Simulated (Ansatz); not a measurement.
A single-point calculation of an ordered 8-atom cell of Ga₄AsP₃ on the zincblende lattice (R3m) with Ansatz, at the level r2SCAN. The geometry is the r2SCAN minimum.

Input file:
```yaml
crystal:
  lattice:
    - [1.9460444888, 1.1235493095, 12.7150756967]
    - [-1.9460444888, 1.1235493095, 12.7150756967]
    - [0.0, -2.247098619, 12.7150756967]
  atoms:
    - { symbol: P, position: [0.0011390241, 0.0011390241, 0.0011390241] }
    - { symbol: P, position: [0.7500110053, 0.7500110053, 0.7500110053] }
    - { symbol: P, position: [0.4989032171, 0.4989032171, 0.4989032171] }
    - { symbol: As, position: [0.2498907577, 0.2498907577, 0.2498907577] }
    - { symbol: Ga, position: [0.6880537346, 0.6880537346, 0.6880537346] }
    - { symbol: Ga, position: [0.4369324012, 0.4369324012, 0.4369324012] }
    - { symbol: Ga, position: [0.1857259592, 0.1857259592, 0.1857259592] }
    - { symbol: Ga, position: [0.9393439009, 0.9393439009, 0.9393439009] }
kpoints:
  mp_grid: { grid: [8, 8, 8] }
  band_path:
    path:
      - [0.0, 0.0, 0.0]
      - [-0.5, -0.5, -0.5]
      - [-0.5, -0.1718720787, -0.8281279213]
      - [-0.1718720787, 0.1718720787, -0.5]
      - [0.0, 0.0, -0.5]
      - [0.0, 0.3359360394, -0.3359360394]
      - [-0.3359360394, 0.0, -0.6640639606]
      - [-0.5, 0.0, -0.5]
    npoints: 1
hamiltonian:
  xc: r2scan
scf:
  occupations: { method: fixed }
  n_extra_bands: 6
output:
  forces: true
  stress: true
  eigenvalues: true
```

Run as `ansatz run input.yaml --threads 4 --pin off --max-ram 6451MiB --backend cpu --events-out ev --progress --plain --runs-dir out`. Wall time 32 s on 4 threads of Arm Neoverse V2, with other jobs on the host; peak host memory 1.1 GiB.

The output, standing remarks left out:
```
Pseudopotential: P, paw, valence charge 5, recommended cutoff 500 eV (meta_gga)
Pseudopotential: As, paw, valence charge 15, recommended cutoff 500 eV (meta_gga)
Pseudopotential: Ga, paw, valence charge 13, recommended cutoff 500 eV (meta_gga)
Functional definition: r2SCAN
Crystal: 8 atoms, lattice volume = 166.807 Å³
Basis set: ecut = 500 eV, 4253 PW (Γ), FFT grids on a1−a3, a2−a3, a3
Bands: 47, of which v1, the nominal top of the filled ones, is band 41 counted from 1 (40 counted from 0)
Symmetry: 6 space group operations
Space group: R3m (ITA 160)
k-points: 65 of 512 (time reversal used)
SCF iter   1: HF=-22307.119267 eV  Δρ=8.50e-3  dr2=8.33e-2
preconditioner: auto → Resta (q_TF=auto, 2.424 Å⁻¹)  ε∞=3.9  [insulator: Δε(μ)=1.693 eV  ℏωp=24.4 eV]
SCF iter   2: HF=-22307.150779 eV  Δρ=2.06e-3  dr2=5.12e-3
SCF iter   3: HF=-22307.148987 eV  Δρ=1.89e-3  dr2=2.81e-3
SCF iter   4: HF=-22307.149269 eV  Δρ=3.52e-4  dr2=2.28e-4
SCF iter   5: HF=-22307.149278 eV  Δρ=9.01e-5  dr2=1.70e-5
SCF iter   6: HF=-22307.149211 eV  Δρ=3.75e-5  dr2=3.34e-6
SCF iter   7: HF=-22307.149212 eV  Δρ=8.38e-6  dr2=1.78e-7
SCF iter   8: HF=-22307.149212 eV  Δρ=4.44e-6  dr2=3.17e-8
SCF 1 converged in 8 iterations: F = -22307.149212 eV  dr2 = 3.17e-8
NSCF: frozen V_eff on 8 k-points
Free energy (F): -22307.149212 eV
Fermi energy:    7.300612 eV
--- Forces (eV/Å), atoms counted from 1 ---
  atom   1  P       0.00000      0.00000      0.00204
  atom   2  P       0.00000      0.00000      0.00122
  atom   3  P       0.00000      0.00000    -0.00127
  atom   4  As      0.00000      0.00000    -0.00122
  atom   5  Ga      0.00000      0.00000      0.00052
  atom   6  Ga      0.00000      0.00000    -0.00200
  atom   7  Ga      0.00000      0.00000      0.00002
  atom   8  Ga      0.00000      0.00000      0.00069
--- Stress (GPa, compression-positive) ---
        0.000925       0.000000       0.000000
        0.000000       0.000925       0.000000
        0.000000       0.000000      -0.001442
  P = ⅓ Tr σ = 0.0001 GPa (0.001 kbar)
```

The file bands.tsv (bands near the Fermi energy, numbered from 0, rounded):
```tsv
# k_distance	band_36	band_37	band_38	band_39	band_40	band_41	band_42	band_43	band_44
# fermi_ev = 7.300612
# [0, 0, 0] at k_distance = 0.000000
# [-0.5, -0.5, -0.5] at k_distance = 0.247076
# [-0.5, -0.1718720787, -0.8281279213] at k_distance = 1.306501
# [-0.1718720787, 0.1718720787, -0.5] at k_distance = 1.473771
# [0, 0, -0.5] at k_distance = 2.028694
# [0, 0.3359360394, -0.3359360394] at k_distance = 2.577278
# [-0.3359360394, 0, -0.6640639606] at k_distance = 2.742637
# [-0.5, 0, -0.5] at k_distance = 3.272350
# levels_relative_to = fermi_ev
0.000	-0.713	-0.713	-0.153	0.000	0.000	1.671	1.851	2.099	2.405
0.247	-1.135	-0.532	-0.532	-0.093	-0.093	1.725	1.929	2.414	2.676
1.307	-3.860	-2.605	-2.546	-2.319	-2.214	2.700	2.793	3.656	3.687
1.474	-3.860	-2.605	-2.546	-2.319	-2.214	2.700	2.793	3.656	3.687
2.029	-2.669	-2.368	-2.266	-1.738	-1.463	1.858	2.078	2.602	2.735
2.577	-3.845	-2.671	-2.468	-2.381	-2.163	2.579	3.103	3.193	4.024
2.743	-3.845	-2.671	-2.468	-2.381	-2.163	2.579	3.103	3.193	4.024
3.272	-2.926	-2.373	-2.130	-1.310	-1.258	1.693	1.724	1.920	2.440
```
In order the rows are Γ, T, H₂, H₀, L, S₀, S₂, F.

The r2SCAN gap is direct at Γ: 1.67 eV. The lowest empty level at F lies only 22 meV higher, so the place of the conduction bottom isn't settled. The mean stress is close to zero (0.00 GPa).

(Calculated; spin-unpolarised; the phase may be known or hypothetical.)

Spin-orbit coupling is left out.
